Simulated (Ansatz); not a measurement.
Problem. BeS (rock salt, Fm-3m) is relaxed with the program Ansatz at the r²SCAN level (PAW). What lattice parameters of the conventional cell result?

Solution. a = 4.634 Å.

Problem. Is it a metal or does it have a gap at this level?

Solution. A gap of 1.33 eV, indirect.

The start of the workflow was typed in or built on a structure type; neither database checked (COD, Materials Project) lists it. COD files the formula under space group No. 216, so this cell is another polymorph or a model. Whether it is the stable phase at ambient conditions was not checked. Symmetry was held in the r²SCAN relaxation; its stability against distortions is not shown here.

Potentials: the later of the program's two PAW sets.
